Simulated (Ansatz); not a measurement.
BaS:
```
CELL_PARAMETERS angstrom
      0.00000     3.21259     3.21259
      3.21259     0.00000     3.21259
      3.21259     3.21259     0.00000
ATOMIC_POSITIONS crystal
  Ba 0.00000 0.00000 0.00000
  S  0.50000 0.50000 0.50000
```

Relaxed with r²SCAN.

### Question
Give the optical modes at the zone centre with their infrared and Raman activity from DFPT, the program Ansatz at the r²SCAN level (PAW).

### Answer
Transverse frequencies, without the LO–TO term; a row sums one degenerate level.

```csv
ω (cm⁻¹),degeneracy,IR ((D/Å)²/amu),Raman (Å⁴/amu),activity,symmetry
146,3,17.42,0,IR,T1u
```

### Question
How high does the top mode go among those that the LO–TO term moves?

### Answer
253 cm⁻¹ for q along x.

Space group Fm-3m (rock salt). The r²SCAN relaxation kept the symmetry of its start; phonons on a q-mesh show no instability. Spin–orbit coupling is left out wherever it is not named.

Potentials: the later of the program's two PAW sets.
